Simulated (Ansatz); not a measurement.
The elements of this relaxed trial crystal are hidden behind letters.

```
lattice vectors (Å)
   4.3943    0.0000    0.0000
  -2.1971    3.8056    0.0000
   0.0000    0.0000    3.6028
fractional positions
X 0.3333 0.6667 0.5000
X 0.6667 0.3333 0.5000
Z 0.3324 0.3324 0.0000
Z 0.0000 0.6676 0.0000
Z 0.6676 0.0000 0.0000
Z 0.0000 0.3324 0.0000
Z 0.6676 0.6676 0.0000
Z 0.3324 0.0000 0.0000
```

The calculation used DFT PBE, scalar-relativistic, plane waves, PAW (Ansatz 0.2.0). Settings of the last relaxation (8-atom cell): 420 eV, 12×12×10 k points, Gaussian smearing of 0.10 eV, no spin polarisation.

| Item | Value |
| --- | --- |
| Space group | P6/mmm (No. 191) |
| Conventional cell | a = 4.394 Å, c = 3.603 Å |
| Volume per atom | 7.53 Å³ |
| Density | 2.37 g/cm³ |
| Formation energy | +0.07 eV/atom |
| Gap on the 12×12×10 mesh of the 8-atom cell | 0 eV (a metal) |

Energies are uncorrected and count from the elements' standard states at the same level.

Question: X is an s-block element of period 2 and Z is a p-block element of period 2. Which elements are they?

Answer: X = Li, Z = C, so the formula is LiC3. Density times volume gives a mean mass of 2.37 × 7.53/1.6605 = 10.7 u per atom, and this set has 10.7 u. Among the elements that the hints allow, noble gases aside, only these give it. Around Li lie 12 C at 2.32 Å and 3 Li at 2.54 Å; around C lie 3 C at 1.46–1.47 Å and 4 Li at 2.32 Å.

A later test with randomly moved atoms came back to the same energy, though modes that don't fit the test's cell weren't probed.
